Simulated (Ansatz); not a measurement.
SrO:
```
CELL_PARAMETERS angstrom
      0.00000     2.59749     2.59749
      2.59749     0.00000     2.59749
      2.59749     2.59749     0.00000
ATOMIC_POSITIONS crystal
  Sr 0.00000 0.00000 0.00000
  O  0.50000 0.50000 0.50000
```

Relaxed with PBE.

Problem. Give the Bader charges and basin volumes of the independent atoms, plane-wave PAW PBE (Ansatz code).

Solution. 

```csv
atom,Bader charge (e),Bader volume (Å³)
Sr1,+1.49,17.4
O2,-1.49,17.6
```

Space group Fm-3m (rock salt). Symmetry was held in the PBE relaxation.

Potentials: the later of the program's two PAW sets.
